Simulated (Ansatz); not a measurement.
The elements of this relaxed trial crystal are hidden behind letters.

```
lattice vectors (Å)
   3.7341    0.0000    0.0000
   0.0000    3.7341    0.0000
   0.0000    0.0000    6.0344
fractional positions
X 0.5000 0.5000 0.7668
X 0.0000 0.0000 0.5000
X 0.5000 0.5000 0.2332
Z 0.0000 0.0000 0.0000
```

These are results of DFT PBE, scalar-relativistic, plane waves, PAW (Ansatz 0.2.0), not measurements. Settings of the last relaxation (4-atom cell): 420 eV, 12×12×8 k points, Gaussian smearing of 0.10 eV, no spin polarisation.

| Property | Result |
| --- | --- |
| Space group | P4/mmm (No. 123) |
| Conventional cell | a = 3.734 Å, c = 6.034 Å |
| Volume per atom | 21.04 Å³ |
| Density | 4.14 g/cm³ |
| Formation energy | −0.55 eV/atom |
| Gap on the 12×12×8 mesh of the 4-atom cell | 0 eV (a metal) |

Energies are uncorrected and count from the elements' standard states at the same level.

Task: X is a d-block element of period 4 and Z is a p-block element of period 4. Which elements are they?

Result: X = Sc, Z = As, so the formula is Sc3As. Density times volume gives a mean mass of 4.14 × 21.04/1.6605 = 52.5 u per atom, and this set has 52.4 u. Among the elements that the hints allow, noble gases aside, only these give it. Sc on a site of symmetry 4mm is surrounded by 1 Sc at 2.81 Å, 4 As at 2.99 Å, 5 Sc at 3.09–3.22 Å and 4 Sc at 3.73 Å; Sc on a site of symmetry 4/mmm has 2 As at 3.02 Å, 8 Sc at 3.09 Å and 4 Sc at 3.73 Å; As has 10 Sc at 2.99–3.02 Å and 4 As at 3.73 Å.

A later test with randomly moved atoms came back to the same energy, though modes that don't fit the test's cell weren't probed. Another cell of Sc3As relaxed alike, in Immm, lies 17 meV/atom lower, so this cell isn't the stable form at this level.
